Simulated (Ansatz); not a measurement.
Si2MoN4:
```xyz
14
Lattice="2.8871 0.0000 0.0000 -1.4436 2.5003 0.0000 0.0000 0.0000 20.8281" Properties=species:S:1:pos:R:3 pbc="T T T"
Mo     0.0000     1.6669     5.2070
Mo     1.4436     0.8334    15.6211
N      1.4436     0.8334     6.4498
N      0.0000     1.6669    16.8638
N      0.0000     1.6669    14.3783
N      1.4436     0.8334     3.9643
Si     1.4436     0.8334     8.1825
Si     0.0000     1.6669    18.5965
Si     0.0000     1.6669    12.6456
Si     1.4436     0.8334     2.2316
N      0.0000     0.0000     8.6769
N      0.0000     0.0000    19.0910
N      0.0000     0.0000    12.1512
N      0.0000     0.0000     1.7371
```

Relaxed with r²SCAN+D4.

Give the Bader charges and basin volumes of the independent atoms, DFT-r²SCAN+D4 in the program Ansatz with PAW potentials.



```json
[
 {"atom": "Mo1", "Bader charge (e)": "+1.78", "Bader volume (Å³)": "10.4"},
 {"atom": "N3", "Bader charge (e)": "-1.70", "Bader volume (Å³)": "10.9"},
 {"atom": "Si7", "Bader charge (e)": "+3.18", "Bader volume (Å³)": "3.2"},
 {"atom": "N11", "Bader charge (e)": "-2.38", "Bader volume (Å³)": "18.3"}
]
```

Space group P6_3/mmc. The start of the workflow was typed in or built on a structure type; neither database checked (COD, Materials Project) lists it. Its standing as an ambient phase is unchecked. The r²SCAN+D4 relaxation kept the symmetry of its start; its stability against distortions is not shown here. The workflow began spin-polarised and lost its moments.

Potentials: the earlier of the program's two PAW sets.
